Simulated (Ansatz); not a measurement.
PtW:
```
PtW
1.0
    0.00000     2.63007     2.63007
    2.63007     0.00000     2.63007
    2.63007     2.63007     0.00000
Pt W
1 1
Direct
  0.00000   0.00000   0.00000
  0.50000   0.50000   0.50000
```

Relaxed with PBE. Special points in fractions of this cell's reciprocal vectors: Γ (0.000, 0.000, 0.000); X (0.500, 0.000, 0.500); U (0.625, 0.250, 0.625); K (0.375, 0.375, 0.750); L (0.500, 0.500, 0.500); W (0.500, 0.250, 0.750).

Task: List the band energies nearest the Fermi level at these points for the program Ansatz at the PBE with spin–orbit coupling level (PAW).

Result: In eV from the Fermi level; about four levels below and three above (degenerate sets whole), none deeper than 8.9 eV; points with the same levels are listed once.

```tsv
k	below	above
Γ	-5.48 -5.48 -5.48 -5.48 -5.05 -5.05	1.49 1.49 1.49 1.49
X	-2.63 -2.63 -1.44 -1.44	0.72 0.72 1.04 1.04
U	-0.84 -0.84 -0.14 -0.14	0.42 0.42 0.82 0.82
L	-1.90 -1.90 -1.71 -1.71	0.13 0.13 0.50 0.50
W	-2.87 -2.87 -1.67 -1.67	0.06 0.06 0.11 0.11
```

Space group Fm-3m (rock salt). The start of the workflow was typed in or built on a structure type; neither database checked (COD, Materials Project) lists it. Whether it is the stable phase at ambient conditions was not checked. The PBE relaxation kept the symmetry of its start; whether a distortion lowers the energy is not shown. The run is not spin-polarised. The volume moved by 18 % from the start of the relaxation. Its formation energy is positive at this level, so the cell may be metastable or incomplete.

Potentials: the earlier of the program's two PAW sets.
